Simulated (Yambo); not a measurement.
```
AlN
1.0
    0.00000     2.18837     2.18837
    2.18837     0.00000     2.18837
    2.18837     2.18837     0.00000
N Al
1 1
Direct
  0.25000   0.25000   0.25000
  0.00000   0.00000   0.00000
```

AlN (zinc blende, space group F-43m, No. 216): mean Im ε in 1 eV windows above the direct gap of 5.62 eV, for different electron-hole kernels (Yambo, broadening 0.15 eV, PBEsol (pw.x of Quantum ESPRESSO, ONCV potentials, scalar-relativistic) bands; 10×10×10 mesh, 3 valence and 1 conduction bands, static screening with 10 bands and a 4 Ry block, scissor 1.55 eV, Tamm-Dancoff; field along x).

| window (eV) | independent quasiparticles | BSE |
|---|---|---|
| 5.6 to 6.6 | 1.0 | 5.4 |
| 6.6 to 7.6 | 2.9 | 7.4 |
| 7.6 to 8.6 | 6.0 | 5.5 |
| 8.6 to 9.6 | 7.4 | 3.5 |
| 9.6 to 10.6 | 4.3 | 1.3 |

This run doesn't resolve bound excitons or single peaks, so only averages are given, and they too depend on the mesh; weight that the attraction moves below the gap isn't listed. All transitions below 10.88 eV are in the band window. The scissor comes from a G0W0 run whose convergence isn't established.

Geometry relaxed with PBEsol.

This is not the ordinary phase of the substance; no match was found in the copy of COD used, and its stability was not checked.
